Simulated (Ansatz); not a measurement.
SnPb2S3 (P-3m1) at 2 levels of theory

One geometry, relaxed with PBE; plane waves with PAW potentials in Ansatz, scalar-relativistic unless the row names spin-orbit coupling. No spin polarisation but for the spin–orbit row. Gaps are the least over mesh and band path; pressure is positive in compression.

```xyz
6
Lattice="4.2127 0.0000 0.0000 -2.1064 3.6483 0.0000 0.0000 0.0000 10.3227" Properties=species:S:1:pos:R:3 pbc="T T T"
Sn    0.0000    0.0000    0.0000
Pb    2.1064    1.2161    3.4114
Pb    0.0000    2.4322    6.9113
S     0.0000    2.4322    1.6496
S     0.0000    0.0000    5.1613
S     2.1064    1.2161    8.6731
```

```tsv
level	cutoff (eV)	k mesh	gap (eV)	pressure (GPa)
PBE	420	12×12×4	0.14	0.0
```

Question: What comes out on the same cell with PBE with spin-orbit coupling?

Answer:
```csv
level,cutoff (eV),k mesh,gap (eV),pressure (GPa)
PBE with spin-orbit coupling,420,12×12×4,0.11,-0.3
```

Spin-orbit coupling matters for the bands of heavy elements and enters only rows that name it.

The structure comes from a generated guess; another structure or a mixture of phases may lie lower.
